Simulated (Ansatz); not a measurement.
GaN (wurtzite)

Space group P6₃mc (No. 186); a = b = 3.1833 Å, c = 5.1839 Å, α = β = 90.00°, γ = 120.00°

```tsv
atom	site	symmetry	x	y	z
Ga	2b	3m.	0.6667	0.3333	0.0010
N	2b	3m.	0.3333	0.6667	0.1242
```

Grid over V/V₀ and (c/a)/(c/a)₀, subscript 0 meaning the relaxed cell; the conventional c axis lies along z; no internal relaxation.

These are r2SCAN (plane waves to 500 eV, PAW, scalar-relativistic; Ansatz, an electronic-structure program) values and carry that method's errors. k mesh 12×12×7 (Γ-centred), Fermi-Dirac smearing 0.05 eV. Stress and pressure are positive under compression. As the atoms are clamped, bonds stretch with the cell, which overstates energies and stresses. GaN was relaxed with its symmetry unable to fall. The PAW data are Ansatz's earlier set.

Changes of σxx (GPa) from the point V/V₀ = 1.000, (c/a)/(c/a)₀ = 1.000 when one coordinate moves alone (two changes are said to add if the coupling is within 5 % of the smaller one, nearly so within 20 %):

```
point                               change
----------------------------------  ------
V/V₀ = 1.000, (c/a)/(c/a)₀ = 0.880  -13.83
V/V₀ = 1.000, (c/a)/(c/a)₀ = 0.920   -9.77
V/V₀ = 1.000, (c/a)/(c/a)₀ = 0.960   -5.11
V/V₀ = 0.960, (c/a)/(c/a)₀ = 1.000    8.76
V/V₀ = 0.973, (c/a)/(c/a)₀ = 1.000    5.63
V/V₀ = 0.987, (c/a)/(c/a)₀ = 1.000    2.72
V/V₀ = 1.013, (c/a)/(c/a)₀ = 1.000   -2.53
V/V₀ = 1.027, (c/a)/(c/a)₀ = 1.000   -4.89
V/V₀ = 1.040, (c/a)/(c/a)₀ = 1.000   -7.09
V/V₀ = 1.000, (c/a)/(c/a)₀ = 1.040    5.46
V/V₀ = 1.000, (c/a)/(c/a)₀ = 1.080   11.19
V/V₀ = 1.000, (c/a)/(c/a)₀ = 1.120   17.11
```

### Question
Do the two effects add at V/V₀ = 1.040, (c/a)/(c/a)₀ = 0.880? Give the computed change.

### Answer
The sum of the single changes is -7.09 + (-13.83) = -20.92; the calculation gives -19.14, so the coupling contributes 1.78 (over 20 % of the smaller single change, not additive).

### Question
What is the change at V/V₀ = 1.040, (c/a)/(c/a)₀ = 1.040, where both move, and how far is it from the sum?

### Answer
The sum of the single changes is -7.09 + (5.46) = -1.63; the calculation gives -2.26, so the coupling contributes -0.63 (under 20 % of the smaller single change, nearly additive).

### Question
What is the change at V/V₀ = 0.973, (c/a)/(c/a)₀ = 1.120, where both move, and how far is it from the sum?

### Answer
The sum of the single changes is 5.63 + (17.11) = 22.74; the calculation gives 24.17, so the coupling contributes 1.43 (over 20 % of the smaller single change, not additive).

(Under strain, the slope of the energy per volume gives the stress and its curvature an elastic modulus.)
